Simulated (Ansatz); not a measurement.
CoIrN₂:
```cif
data_Co3Ir3N6
_chemical_formula_sum 'Co3 Ir3 N6'
_space_group_name_H-M_alt 'R-3m :H'
_space_group_IT_number 166
_space_group_name_Hall '-R 3 2"'
_cell_length_a 2.71233
_cell_length_b 2.71233
_cell_length_c 18.20556
_cell_angle_alpha 90.000
_cell_angle_beta 90.000
_cell_angle_gamma 120.000
loop_
_atom_site_label
_atom_site_type_symbol
_atom_site_symmetry_multiplicity
_atom_site_Wyckoff_symbol
_atom_site_fract_x
_atom_site_fract_y
_atom_site_fract_z
_atom_site_occupancy
Co1 Co 3 b 0.00000 0.00000 0.50000 1
Ir1 Ir 3 a 0.00000 0.00000 0.00000 1
N1 N 6 c 0.00000 0.00000 0.10637 1
```
(The calculation used a cell of 4 atoms; values per cell refer to that cell.)
The run is spin-polarised, in the one order tried: ferromagnetic.

Relaxed at zero pressure with r²SCAN (plane waves, PAW; program Ansatz).

Q: The volume is lowered by 6 % and shape and atoms relax at that volume. What pressure results, and how do the axes share the change?

A: 22.5 GPa; a -2.5 %, b -2.5 %, c -1.2 %; the energy rises by 38 meV/atom.

Q: Give the new structure.

A: 
Space group R-3m, hexagonal axes (No. 166); a = b = 2.6456 Å, c = 17.9880 Å, α = β = 90.00°, γ = 120.00°

| atom | site | symmetry | x | y | z |
|---|---|---|---|---|---|
| Co | 3b | -3m | 0.0000 | 0.0000 | 0.5000 |
| Ir | 3a | -3m | 0.0000 | 0.0000 | 0.0000 |
| N | 6c | 3m | 0.0000 | 0.0000 | 0.1062 |

The phase is kept; no other phase was compared at this pressure.

The start of the workflow was typed in or built on a structure type; neither database checked (COD, Materials Project) lists it. Its standing as an ambient phase is unchecked. Symmetry was held in the r²SCAN relaxation; its stability against distortions is not shown here. Magnetic state: ferromagnetic, the only order run, not a proven ground state. Its formation energy is positive at this level, so the cell may be metastable or incomplete. Other orbital occupations within this spin state were not tried. No Hubbard U is applied. Scalar-relativistic: spin–orbit coupling is off unless named, which matters more the heavier the elements.

Potentials: the earlier of the program's two PAW sets.
